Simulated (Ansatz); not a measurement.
Si2Ni:
```
CELL_PARAMETERS angstrom
      0.00000     2.67400     2.67400
      2.67400     0.00000     2.67400
      2.67400     2.67400     0.00000
ATOMIC_POSITIONS crystal
  Si 0.25000 0.25000 0.25000
  Si 0.75000 0.75000 0.75000
  Ni 0.00000 0.00000 0.00000
```

This is the LDA-relaxed structure.

Task: All from plane-wave PAW LDA (Ansatz code), unless another level is named. Estimate the electronic character.

Result: metallic (no gap).

Task: Give the formation energy from the elements (no fitted shifts).

Result: -0.47 eV/atom.

Task: Give the density of states at the Fermi level.

Result: 0.28 states/eV per atom (mean over ±0.08 eV).

Space group Fm-3m (fluorite or antifluorite type). Symmetry was held in the LDA relaxation. No spin polarisation was allowed. The references are the lowest solids computed at this level, not always the standard phases.

Potentials: the earlier of the program's two PAW sets. The files were generated under PBE; for other functionals the program regenerates the frozen cores, and for LDA and PBEsol the local potential too.
